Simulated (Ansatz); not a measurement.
The relaxed structure here is a generated cell of SrTiO3: the first start was made by a random draw of sites in a space group, and the end was not matched to a known phase here, so it may be hypothetical. Known forms of SrTiO3 include space group No. 221.

The end point of a relaxation of SrTiO₃. Calculation: PBEsol (plane waves to 420 eV, PAW, scalar-relativistic; Ansatz, a first-principles code).

```cif
data_O6Sr2Ti2
_chemical_formula_sum 'O6 Sr2 Ti2'
_space_group_name_H-M_alt 'P 1'
_space_group_IT_number 1
_cell_length_a 6.88218
_cell_length_b 6.88218
_cell_length_c 5.08302
_cell_angle_alpha 90.000
_cell_angle_beta 90.000
_cell_angle_gamma 120.000
loop_
_space_group_symop_operation_xyz
  'x, y, z'
loop_
_atom_site_label
_atom_site_type_symbol
_atom_site_fract_x
_atom_site_fract_y
_atom_site_fract_z
_atom_site_occupancy
O1 O 0.28725 0.00000 0.00000 1
O2 O 0.00000 0.28725 0.00000 1
O3 O 0.71275 0.71275 0.00000 1
O4 O 0.71275 0.00000 0.00000 1
O5 O 0.00000 0.71275 0.00000 1
O6 O 0.28725 0.28725 0.00000 1
Sr1 Sr 0.33333 0.66667 0.00000 1
Sr2 Sr 0.66667 0.33333 0.00000 1
Ti1 Ti 0.00000 0.00000 0.19651 1
Ti2 Ti 0.00000 0.00000 0.80349 1
```

Task: Determine the symmetry and give the standard cell with its independent sites.

Result: Space group P6/mmm (No. 191); a = b = 6.882 Å, c = 5.083 Å, α = β = 90.00°, γ = 120.00°

```
atom  site  symmetry       x       y       z
----  ----  --------  ------  ------  ------
O       6j       m2m  0.0000  0.2872  0.0000
Sr      2c      -6m2  0.3333  0.6667  0.0000
Ti      2e       6mm  0.0000  0.0000  0.1965
```

Task: Give the shortest distances between elements (the closest pairs, up to four, under 3.6 Å).

Result: O–O 1.98 Å; Ti–Ti 2.00 Å; O–Ti 2.21 Å; O–Sr 2.47 Å.

The volume per atom comes out as 20.85 Å³ and the band gap comes out as no gap on the sampled points, where the bands overlap only slightly; such a result is sensitive to mesh and level.

No spin polarisation in the result. The d or f electrons are treated with no Hubbard U.

The run could not lose the symmetry of its start, so the end can be a saddle point.
